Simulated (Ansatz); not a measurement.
## Ru (dhcp): energy against volume

All numbers below come from DFT, PBE, plane waves (420 eV) with PAW, scalar-relativistic (Ansatz).

The cell is scaled uniformly from the relaxed one, with fractional coordinates and shape fixed. Energies are extrapolated to zero smearing, pressures are those at the given smearing. Magnetic state: spin not included.

A Birch-Murnaghan fit gives V₀ = 13.81 Å³/atom, B₀ = 308 GPa, B₀′ = 4.9.

(1) What are the energy above the minimum and the pressure at 12.175 Å³/atom?

(2) What are the energy above the minimum and the pressure at 14.389 Å³/atom?

(3) What are the energy above the minimum and the pressure at 15.496 Å³/atom?

Answers

(1) 239.0 meV/atom and 53.05 GPa as computed.

(2) 21.2 meV/atom and -11.05 GPa as computed.

(3) 157.0 meV/atom and -26.36 GPa as computed.
